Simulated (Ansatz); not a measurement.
## CdSe: from a starting cell to a relaxed one

The start is a generated trial cell of CdSe in the wurtzite structure type. The structure is fully relaxed (lattice and positions, P = 0) with PBEsol (plane waves to 420 eV, PAW, scalar-relativistic; Ansatz, a first-principles code). The first steps use a coarse 6×6×4 k-mesh.

The start:
```
CdSe
1.0
    4.35979     0.00000     0.00000
   -2.17989     3.77568     0.00000
    0.00000     0.00000     7.14032
Cd Se
2 2
Direct
  0.66667   0.33333   0.00000
  0.33333   0.66667   0.50000
  0.66667   0.33333   0.62520
  0.33333   0.66667   0.12520
```

- Initial pressure: -2.0 GPa (negative: the cell is under tension)
- Energy released: 0.01 eV/atom
- Volume change: -4.3 %, from 29.38 to 28.13 Å³/atom
- Band gap at the end: 0.54 eV, direct at Γ (no spin-orbit coupling)
- Optimiser moves: 4

Final values are on a 9×9×5 k-mesh of the relaxed cell. No spin polarisation in the result.

The run could not lose the symmetry of its start; a randomly shaken copy of 4 atoms returns to this structure.
